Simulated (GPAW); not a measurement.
Moving the Hubbard U on V d in Ba2Tl5V3O12

```
Ba V Tl O
1.0
     4.23698    2.44622    6.12840
    -4.23698    2.44622    6.12840
     0.00000   -4.89244    6.12840
Ba V Tl O
2 3 5 12
Direct
  0.50000 0.50000 0.50000
  0.00000 0.00000 0.00000
  0.50000 0.50000 0.00000
  0.00000 0.50000 0.50000
  0.50000 0.00000 0.50000
  0.00000 0.00000 0.50000
  0.50000 0.00000 0.00000
  0.00000 0.50000 0.00000
  0.74045 0.74045 0.74045
  0.25955 0.25955 0.25955
  0.71652 0.08089 0.41242
  0.41242 0.71652 0.08089
  0.08089 0.41242 0.71652
  0.58758 0.91911 0.28348
  0.91911 0.28348 0.58758
  0.28348 0.58758 0.91911
  0.28348 0.91911 0.58758
  0.58758 0.28348 0.91911
  0.91911 0.58758 0.28348
  0.41242 0.08089 0.71652
  0.08089 0.71652 0.41242
  0.71652 0.41242 0.08089
```

The cell comes from a database or a generator and needn't be the stable form of this composition.

Kept alike: task band structure; functional PBE; k mesh 3 × 3 × 3; occupations fermi-dirac, width 0.05 eV; collinear spin, ferromagnetic start. Program: GPAW, GPAW PAW data sets (gpaw-data 1.2.1), cutoff 800 eV. The mesh is that of the run's cell of 22 atoms. No spin-orbit coupling.

```tsv
Hubbard U on V d, U (eV)	pressure (GPa)	largest site moment (μB)
0	0.38	0.34
2	1.00	0.52
3	1.49	?
4	2.13	0.72
6	3.56	0.89
```

Pressure is positive in compression; the values hold the error of the finite cutoff, so their zero can differ a little from the energy's minimum. For a metal such a mesh leaves the last digits unconverged. How U acts hangs on the program's projectors. The runs hold the magnetic state that their start led to, which needn't be the lowest. Site moments count inside each atom's sphere or projector.

**Question.** Fit the rows shown and predict the run at 3 eV.

**Answer.** A least-squares line through the rows shown is largest site moment = 0.0925 U + 0.34 (largest miss 0.010); at U = 3 it gives 0.62 μB. The run gave: largest site moment 0.62 μB.
